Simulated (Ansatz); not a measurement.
## Ag: clamped-ion strain scan

The calculation used Ansatz, DFT r2SCAN, scalar-relativistic, plane waves, PAW. Cutoff 500 eV, Γ-centred 20×20×20 k-points, Gaussian smearing of 0.15 eV. No spin polarisation. Energies are free energies at this smearing, counted from the undisturbed cell; pressure is positive in compression.

The starting cell (as given, not relaxed at this level; it stands at 1.4 GPa):

```
Ag
1.0
     0.00000    2.04310    2.04310
     2.04310    0.00000    2.04310
     2.04310    2.04310    0.00000
Ag
1
Direct
  0.00000 0.00000 0.00000
```

The cell is strained by ε times the Voigt pattern (0, 0, 1, 0, 0, 0) (xx, yy, zz, yz, xz, xy; engineering shear) with fractional coordinates fixed. The cell is metallic on the mesh throughout.

| ε | ΔE (meV/atom) |
| --- | --- |
| -0.1000 | 105.1 |
| -0.0750 | 59.5 |
| -0.0500 | 27.8 |
| -0.0250 | 8.5 |
| 0.0000 | 0.0 |
| 0.0250 | 0.6 |
| 0.0500 | 9.1 |
| 0.0750 | 24.2 |
| 0.0875 | 33.9 |
| 0.1000 | 44.9 |

Predict the stress summed along the pattern (GPa, tension positive) at each point.

| ε | stress summed along the pattern (GPa, tension positive) |
| --- | --- |
| -0.1000 | -19.98 |
| -0.0750 | -14.38 |
| -0.0500 | -9.49 |
| -0.0250 | -5.11 |
| 0.0000 | -1.41 |
| 0.0250 | 1.78 |
| 0.0500 | 4.52 |
| 0.0750 | 6.80 |
| 0.0875 | 7.78 |
| 0.1000 | 8.66 |